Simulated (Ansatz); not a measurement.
Consider the following.

Hg:
```
CELL_PARAMETERS angstrom
      0.00000     3.83080     3.83080
      3.83080     0.00000     3.83080
      3.83080     3.83080     0.00000
ATOMIC_POSITIONS crystal
  Hg 0.25000 0.25000 0.25000
  Hg 0.00000 0.00000 0.00000
```

This is the PBE-relaxed structure.

**Question.** All from PBE in the plane-wave PAW code Ansatz, unless another level is named. Predict the bulk modulus (Birch–Murnaghan fit).

**Answer.** 2.0 GPa.

**Question.** Next, the highest zone-centre frequency?

**Answer.** 1.12 THz.

Space group Fd-3m (diamond). The cell is a constructed one: a structure type filled with these elements; neither database checked (COD, Materials Project) lists it. It is not the usual solid phase (space group No. 166). Symmetry was held in the PBE relaxation; phonons on a q-mesh show weakly imaginary modes. The substance is a gas or liquid at ambient conditions. Spin–orbit coupling is left out wherever it is not named.

Potentials: the later of the program's two PAW sets.
